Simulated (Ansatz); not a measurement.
## What DFT gives for YAg₂Bi₂

```yaml
crystal:
  lattice:
    - [0.00000, 4.59224, 0.00000]
    - [4.59224, 0.00000, 0.00000]
    - [2.29612, 2.29612, -5.79046]
  atoms:
    - { symbol: Y, position: [0.00000, 0.00000, 0.00000] }
    - { symbol: Ag, position: [0.75000, 0.25000, 0.50000] }
    - { symbol: Ag, position: [0.25000, 0.75000, 0.50000] }
    - { symbol: Bi, position: [0.37800, 0.37800, 0.24400] }
    - { symbol: Bi, position: [0.62200, 0.62200, 0.75600] }
```

Level: r2SCAN, no spin polarisation; 500 eV; 8×8×8 Γ-centred mesh; fermi-dirac occupations (width 0.0216 eV); Ansatz 0.2.0, fixed geometry.

Problem. What does the stress say?

Solution. The pressure is 8.7 GPa (compression positive), so with the atoms held at these fractions the cell would first expand. The principal stresses 5.4, 5.4, 15.5 GPa differ, so its shape would change too.

Problem. Describe some of the short contacts.

Solution. Ag–Bi at 2.73 Å: least valence density 0.35 e/Å³ and ELF 0.24 there. Bi–Bi at 2.83 Å: least valence density 0.37 e/Å³ and ELF 0.35 there. Y–Bi at 3.54 Å: least valence density 0.10 e/Å³ and ELF 0.14 there. Both are smooth PAW fields, read partly inside the augmentation spheres.

Problem. Give the Bader charges.

Solution. Bader charges in e: Y +1.59, Ag -0.31, Bi -0.49. In the mean Y gives up most and Bi takes most.

Problem. Metal or insulator?

Solution. It is a metal, with about 2.1 states/eV a cell as the mean within 0.25 eV of the Fermi level, mostly Y d (46 %) and Bi p (29 %).

Origin: a known structure type with other elements, at an estimated volume, so it need not be a known compound.
